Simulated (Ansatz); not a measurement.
## One input, then a changed one: Rh (hcp type)

First run: DFT, PBEsol, PAW with Ansatz's default frozen-core files, scalar-relativistic (Ansatz 0.2.0).

Command: `ansatz run input.yaml --threads 1 --pin off --max-ram 3584MiB --backend cpu --events-out ev --progress --plain --runs-dir out` It took 49 s on 1 thread of Arm Neoverse N1 (shared host), peak memory 0.39 GiB.

```yaml
crystal:
  lattice:
    - [2.680153364, 0.0, 0.0]
    - [-1.340076682, 2.3210808993, 0.0]
    - [0.0, 0.0, 4.3418484497]
  atoms:
    - { symbol: Rh, position: [0.3333333333, 0.6666666667, 0.25] }
    - { symbol: Rh, position: [0.6666666667, 0.3333333333, 0.75] }
kpoints:
  mp_grid: { grid: [19, 19, 10] }
scf:
  occupations: { method: fermi_dirac, width: 0.08 }
hamiltonian:
  xc: pbesol
  pseudopotentials: { kind: paw }
output:
  forces: true
  stress: true
  write_density: true
  write_potential: true
  elf: true
  volumetric_format: npy
relax:
  f_tol: 0.005
  max_steps: 40
  cell: {}
```

The start is a guessed cell of a prototype that needn't be stable.

This run: bulk cell relaxed.

It converges in 32 SCF iterations over all geometries at a pressure of 0.00 GPa, ending at 13.57 Å³/atom, cutoff 420 eV.

The input is then changed:

```diff
   stress: true
-  write_density: true
-  write_potential: true
-  elf: true
-  volumetric_format: npy
 relax:
-  f_tol: 0.005
+  f_tol: 0.05
   max_steps: 40
   cell: {}
+  max_displacement: 0.5
+magnetization:
+  spin_polarized: true
```

What does the second run give?

It converges in 31 SCF iterations over all geometries at a pressure of 0.00 GPa, cell moment 0.00 μB, ending at 13.57 Å³/atom, cutoff 420 eV.
